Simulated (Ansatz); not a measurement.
The numbers come from plane-wave PAW DFT (Ansatz): PBE, no spin polarisation, 420 eV, 8×8×8 Γ-centred k points, gaussian occupations (width 0.082 eV). Nothing was relaxed.

Computed maps in the lattice plane spanned by b (left to right, 4.33 Å, 13 points from zero) and c (bottom to top, 4.23 Å, 13 points from zero), 90° apart, at height 0.000 along a. The fields are smooth PAW ones with compensation charges, not the true ones near nuclei.

Valence density. Digits on a logarithmic scale: 0 up to 0.03 e/Å³, each further digit a factor of 1.6, 9 from 1.3 e/Å³ up:
```
7765322223567
7654322223456
5543333333345
4433445544334
3334577775433
2235799997532
2346899998643
3346999999643
4446899998644
5555789987555
7665567765566
7765444444567
5765433334567
```

ELF. Ten even steps from '0' (0.00) to '9' (0.83):
```
2597310013795
9985200002589
9862112211268
5421234432124
1112445544211
1123443344321
1124520025421
1223410014322
5433420024334
9863343343368
9995334433599
2697322223796
0298311113892
```

The cell is BPb. Which atoms lie within 0.2 Å of this plane, and where (fractions of b and c)?

B at (0.00, 0.00), Pb at (0.50, 0.39). The whole cell:
```xyz
4
Lattice="4.3318 0.0000 0.0000 0.0000 4.3318 0.0000 0.0000 0.0000 4.2275" Properties=species:S:1:pos:R:3 pbc="T T T"
B     0.0000    0.0000    0.0000
B     2.1659    2.1659    0.0000
Pb    0.0000    2.1659    1.6564
Pb    2.1659    0.0000    2.5712
```

Origin: a known structure type with other elements, at an estimated volume, so it need not be a known compound. Caveats: many states at the Fermi level without spin polarisation, so a magnetic state may lie lower.
